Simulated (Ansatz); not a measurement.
The relaxed structure here is a generated cell of InSe: the first start was made by placing the elements on the sites of a structure type, and the end was not matched to a known phase here, so it may be hypothetical. Known forms of InSe include space group No. 194.

One stationary structure of InSe. Space group P3m1 (No. 156). All values below come from PBEsol (plane waves to 420 eV, PAW, scalar-relativistic; Ansatz, a program for electronic structure).

```cif
data_In2Se2
_chemical_formula_sum 'In2 Se2'
_space_group_name_H-M_alt 'P 1'
_space_group_IT_number 1
_cell_length_a 4.20992
_cell_length_b 4.20992
_cell_length_c 7.50757
_cell_angle_alpha 90.000
_cell_angle_beta 90.000
_cell_angle_gamma 120.000
loop_
_space_group_symop_operation_xyz
  'x, y, z'
loop_
_atom_site_label
_atom_site_type_symbol
_atom_site_fract_x
_atom_site_fract_y
_atom_site_fract_z
_atom_site_occupancy
In1 In 0.66667 0.33333 0.87795 1
In2 In 0.33333 0.66667 0.33853 1
Se1 Se 0.00000 0.00000 0.03549 1
Se2 Se 0.66667 0.33333 0.53373 1
```

Task: What band gap does PBEsol give?

Result: No clear gap: the sampled points leave 0.12 eV away from the symmetry points, which may be a band crossing missed between them.

Task: Give the smallest direct gap at the level PBEsol.

Result: 0.13 eV at H.

No spin polarisation in the result.

It was reached from a disturbed copy of a F-43m (No. 216) cell (zinc blende type), against which it lies -0.16 eV/atom.
